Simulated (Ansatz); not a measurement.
In the program Ansatz at the PBE level (PAW), ScAlN$_{2}$ in the trigonal phase (P3m1; Sc on 1b, N on 1b, Al on 1c, N on 1c) relaxes to a = 3.340 Å, c = 5.198 Å. Al has 4 nearest neighbours from 1.89 Å (tetrahedral); N on 1c has 4 nearest neighbours from 1.89 Å (tetrahedral). Against the elements it lies at -1.40 eV/atom, with no fitted shifts.

The Kohn–Sham gap is 3.15 eV (indirect). The valence maximum lies at H and the conduction minimum at Γ. Electrons at the band edge weigh 0.26, 0.26, 0.42 mₑ (principal values). The hole mass is 3.9, 3.9, 14 mₑ (principal values).

The start of the workflow was typed in or built on a structure type; neither database checked (COD, Materials Project) lists it. Whether it is the stable phase at ambient conditions was not checked. Symmetry was held in the PBE relaxation; whether a distortion lowers the energy is not shown. The run is not spin-polarised. The references are the lowest solids computed at this level, not always the standard phases (solids in place of the gases).

Potentials: the earlier of the program's two PAW sets.
